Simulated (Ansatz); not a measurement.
VRu from its elements: all-electron against pseudopotential results

```
V Ru
1.0
     2.94837    0.00000    0.00000
     0.00000    2.94837    0.00000
     0.00000    0.00000    2.94837
V Ru
1 1
Direct
  0.50000 0.50000 0.50000
  0.00000 0.00000 0.00000
```

The cell comes from a relaxation on PAW files under the same functional, begun from a database entry that needn't be the ground state.

Computed with Ansatz 0.2.0; functional LDA, scalar-relativistic. Settings: a Γ-centred 14×14×14 k mesh, Fermi–Dirac smearing of 0.05 eV, spin-polarised from start moments V1 1.5 μB. Methods: LAPW: all electrons, basis error target 0.5 meV/atom; PAW: frozen-core files, cutoff 420 eV.

The elements are taken as Ru hcp, V bcc, each relaxed on PAW files under the same functional and computed by the same method as the compound; zero-point and thermal terms are left out.

The start moments died away, and the runs ended non-magnetic. The PAW files were made under PBE.

(1) What is the formation energy by LAPW, and how far do the other methods lie from it?

(2) Give the LAPW value for one formula unit in kJ/mol.

Results:

(1) -0.207 eV/atom; PAW +0.5 meV/atom. The compound is bound against these elements; other compounds of the system weren't compared.

(2) -0.207 eV/atom × 2 atoms × 96.485 kJ/(mol·eV) = -39.9 kJ/mol, at zero temperature and without zero-point motion.
